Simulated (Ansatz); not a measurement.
**Ti: energy along a strain**

Ti, Fm-3m, a = 4.060 Å (as given, not relaxed at this level: 4.4 GPa). This isn't the element's structure at ambient conditions. Ansatz: r2SCAN, PAW, 500 eV, Γ-centred 20×20×20 mesh on 1 atom, Gaussian smearing 0.15 eV; no spin polarisation. Cell vectors (Å): 0.000 2.030 2.030; 2.030 0.000 2.030; 2.030 2.030 0.000. The cell is strained by x per cent times the pattern (1 -1 0 0 0 0) in the order xx yy zz yz xz xy (engineering shears), with fractional coordinates held. y is the free energy over the start, V0 = 16.731 Å³/atom. Symmetry makes y even in x.

| x (%) | y (meV/atom) |
| --- | --- |
| -6.00 | ? |
| -3.00 | 3.47 |
| 0.00 | 0.00 |
| 0.75 | 0.23 |
| 1.50 | 0.90 |
| 2.25 | 1.98 |
| 3.75 | 5.35 |
| 4.50 | 7.62 |
| 5.25 | 10.25 |

Fit y = c2 x² + c4 x⁴ to the other rows, get the stiffness along the pattern, and predict the missing energy.

Least squares on the rows shown. y = 0.3915 x² − 0.0007237 x⁴. The clamped-ion stiffness p·C·p = 2 × 3.915 eV × 160.2 / 16.731 Å³ = 75 GPa (second derivative at the start, which stands under stress). At x = -6.00 the fit asked for gives 13.16 meV/atom. The run gave 13.21 meV/atom, so the fit is 0.05 meV/atom too low, a small miss on the scale of the series.